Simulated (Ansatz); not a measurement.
Theory: DFT PBE, scalar-relativistic, plane waves, PAW (Ansatz). Settings: cutoff 420 eV, Γ-centred meshes spaced at most about 0.3 Å⁻¹, and about 0.25 Å⁻¹ or finer for metals (2π included), Gaussian smearing. No spin polarisation in the final relaxations.

These are static total energies at zero pressure.

Two relaxed structures of Cd3SeS2:

A. Space group P4/mmm (No. 123), tetragonal, a = 3.420 Å, c = 10.645 Å. Cd on a site of symmetry 4mm is surrounded by 4 S at 2.88 Å, 4 Se at 3.15 Å and 5 Cd at 3.30–3.42 Å; around Cd on a site of symmetry 4/mmm lie 8 S at 2.98 Å and 6 Cd at 3.30–3.42 Å; around Se lie 8 Cd at 3.15 Å, 4 Se at 3.42 Å and 2 S at 3.59 Å; around S lie 8 Cd at 2.88–2.98 Å, 5 S at 3.42–3.48 Å and 1 Se at 3.59 Å.

B. Space group P-4m2 (No. 115), tetragonal, a = 4.166 Å, c = 10.801 Å. Cd on its first site has 4 S at 2.60 Å and 4 Cd at 2.95 Å; around Cd on its second site lie 4 S at 2.60 Å and 4 Cd at 2.95 Å; Cd on its third site has 4 Se at 2.95 Å; around Se lie 4 Cd at 2.95 Å; S is surrounded by 4 Cd at 2.60 Å.

Question: Which form is favoured at zero pressure, and by what margin per atom?

Answer: B is lower, by 212 meV/atom. A has Se and S ordered on caesium chloride sites, space group P4/mmm (No. 123), 20.8 Å³/atom and no gap on its mesh; B has space group P-4m2 (No. 115), 31.2 Å³/atom and no gap. Counting S or Se atoms around Cd (for each partner element, those within 1.25 times its shortest distance or 1.15 times the sum of covalent radii, where it is the nearest in units of that sum or under 1.3; the shortest distance is added where it exceeds 1.18 times the sum of covalent radii; a slash parts the counts of unlike sites), A has Cd 8/8 from 3.0 Å and B has Cd 4. Both come from invented guesses.

Weakly bound directions are ill-defined at this level, which has no dispersion term (P-4m2), and this can change margins and order among such cells. Cells relaxed within their symmetry can be saddle points.
